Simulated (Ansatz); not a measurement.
Input and command of a calculation in Ansatz (plane waves; scalar-relativistic PAW potentials unless the input names others):

```yaml
crystal:
  lattice:
    - [6.0643199799, 0.0, 0.0]
    - [0.0, 6.0643199799, 0.0]
    - [0.0, 0.0, 4.4265057669]
  atoms:
    - { symbol: H, position: [0.0, 0.1415522092, 0.1358598923] }
    - { symbol: H, position: [0.3584477908, 0.5, 0.1358598923] }
    - { symbol: H, position: [0.0, 0.8584477908, 0.1358598923] }
    - { symbol: H, position: [0.6415522092, 0.5, 0.1358598923] }
    - { symbol: H, position: [0.5, 0.3584477908, 0.8641401077] }
    - { symbol: H, position: [0.8584477908, 0.0, 0.8641401077] }
    - { symbol: H, position: [0.5, 0.6415522092, 0.8641401077] }
    - { symbol: H, position: [0.1415522092, 0.0, 0.8641401077] }
    - { symbol: I, position: [0.0, 0.5, 0.4348619618] }
    - { symbol: I, position: [0.5, 0.0, 0.5651380382] }
    - { symbol: "N", position: [0.0, 0.0, 0.0] }
    - { symbol: "N", position: [0.5, 0.5, 0.0] }
basis:
  ecutwfc: 420
  ecutrho_ratio: 2
kpoints:
  mp_grid: { grid: [4, 4, 6] }
hamiltonian:
  xc: pbesol
scf:
  occupations: { method: gaussian, width: 0.02 }
  max_iter: 50
output:
  forces: true
  eigenvalues: true
  stress: true
```

```bash
ansatz run input.yaml --threads 1 --pin off --max-ram 2560MiB --backend cpu --events-out ev --progress --plain --runs-dir out
```

Abridged log:
```
Warning: basis.ecutrho_ratio = 2 (ecutrho = 840 eV) is below the records' recommended 1680 eV
settings of this run that can trade accuracy for cost: basis.ecutrho_ratio < 4. Do not mix this run's numbers with those of runs without the same settings; the input reference describes each key
Pseudopotentials: kind: paw
Pseudopotential: H, paw, valence charge 1, recommended cutoff 420 eV (normal)
Pseudopotential: I, paw, valence charge 17, recommended cutoff 420 eV (normal)
Pseudopotential: N, paw, valence charge 5, recommended cutoff 420 eV (normal)
Functional definition: PBEsol
Crystal: 12 atoms, lattice volume = 162.789 Å³
Basis set: ecut = 420 eV, 3195 PW (Γ), exchange–correlation on 72×72×60 points (8 copies of the dense FFT grid, shifted against one another)
Bands: 38, of which v1, the nominal top of the filled ones, is band 26 counted from 1 (25 counted from 0)
Symmetry: 16 space group operations
Space group: P4/nmm (ITA 129), of the structure as read, at distance tolerance 5.5e-5 Å
k-points: 24 of 96
Initial density: superposition of atomic densities (neutral atoms: chi_scale 0, normalization atom), corrected by the library's trained network
Initial wavefunctions: pseudopotential atomic-orbital guess
Functional: x = pbesol(κ = 0.804, μ = 0.12345679), c = pbesol(β = 0.046)
SCF iter   1: F=—  HF=-15752.664408 eV  |F-HF|=—  |Δ(HF+E_count)|=         —  Δρ=3.09e-3  dr2=1.03e-2  ethr=1.77e-3  ⟨swp⟩=7.3  Hψ=4580  notcnv=0  defer=2
SCF iter   2: F=—  HF=-15752.658965 eV  |F-HF|=—  |Δ(HF+E_count)|=   5.44e-3  Δρ=1.66e-3  dr2=2.66e-3  ethr=1.98e-5  ⟨swp⟩=2.9  Hψ=1877  notcnv=0  defer=143
SCF iter   3: F=—  HF=-15752.659257 eV  |F-HF|=—  |Δ(HF+E_count)|=   2.92e-4  Δρ=4.49e-4  dr2=3.45e-4  ethr=5.12e-6  ⟨swp⟩=2.0  Hψ=1538  notcnv=0  defer=71
automatic band count: iteration 3 solves 35 bands in place of 38: the levels show a gap, and the empty bands left out lie too high to hold charge; the band table lists the bands solved (type scf.n_extra_bands for more)
SCF iter   4: F=—  HF=-15752.659198 eV  |F-HF|=—  |Δ(HF+E_count)|=   5.92e-5  Δρ=1.40e-4  dr2=3.22e-5  ethr=6.63e-7  ⟨swp⟩=2.3  Hψ=1435  notcnv=0  defer=71
SCF iter   5: F=—  HF=-15752.659233 eV  |F-HF|=—  |Δ(HF+E_count)|=   3.51e-5  Δρ=7.15e-5  dr2=7.86e-6  ethr=6.18e-8  ⟨swp⟩=2.0  Hψ=1393  notcnv=0  defer=71
SCF iter   6: F=—  HF=-15752.659230 eV  |F-HF|=—  |Δ(HF+E_count)|=   2.28e-6  Δρ=1.67e-5  dr2=5.03e-7  ethr=1.51e-8  ⟨swp⟩=2.0  Hψ=1393  notcnv=0  defer=71
SCF iter   7: F=-15752.659231 eV  HF=-15752.659231 eV  |F-HF|=2.94e-8  |Δ(HF+E_count)|=   1.00e-6  Δρ=4.37e-6  dr2=2.52e-8  ethr=1.92e-10  ⟨swp⟩=11.5  Hψ=4297  notcnv=0
SCF 1 converged in 7 iterations: F = -15752.659231 eV  dr2 = 2.52e-8
SCF converged after 7 iterations
Free energy (F): -15752.659231 eV
Harris-Foulkes:  -15752.659231 eV  (|F-HF|=2.94e-8)
Internal energy: -15752.659231 eV  (E = F + TS)
E sigma→0 (E₀):  -15752.659231 eV
Fermi energy:    3.993181 eV
--- Forces (eV/Å), atoms counted from 1 ---
  atom   1  H      0.00000000     0.00244101     0.00633230
  atom   2  H     -0.00244101     0.00000000     0.00633230
  atom   3  H      0.00000000    -0.00244101     0.00633230
  atom   4  H      0.00244101     0.00000000     0.00633230
  atom   5  H      0.00000000    -0.00244101    -0.00633230
  atom   6  H     -0.00244101     0.00000000    -0.00633230
  atom   7  H      0.00000000     0.00244101    -0.00633230
  atom   8  H      0.00244101     0.00000000    -0.00633230
  atom   9  I      0.00000000     0.00000000     0.00368326
  atom  10  I      0.00000000     0.00000000    -0.00368326
  atom  11  N      0.00000000     0.00000000     0.00000000
  atom  12  N      0.00000000     0.00000000     0.00000000
--- Stress (GPa, compression-positive) ---
        0.063451       0.000000       0.000000
        0.000000       0.063451       0.000000
        0.000000       0.000000       0.069938
  P = ⅓ Tr σ = 0.0656 GPa (0.656 kbar)
settings of this run that can trade accuracy for cost: basis.ecutrho_ratio < 4. Do not mix this run's numbers with those of runs without the same settings; the input reference describes each key
```

One setting here is unusual or wrong in general: a density cutoff too low for products of the waves, which reach up to 4 times the waves' cutoff (basis.ecutrho_ratio: not typed → 2). For this cell it did little harm to the result: the run converged in 7 SCF iterations with an energy at zero smearing 0.80 meV/atom below the reference's, pressure 0.07 GPa, largest force 0.007 eV/Å, gap on the mesh 3.81 eV. A reference run on usual settings, whose relaxation ended at this geometry, converged, and the end of its own relaxation has pressure 0.01 GPa, largest force 0.006 eV/Å, gap on the mesh 3.81 eV.

It took 10 s on 1 thread of Intel(R) Xeon(R) Processor @ 2.70GHz, with other jobs on the host, peak memory 0.45 GiB.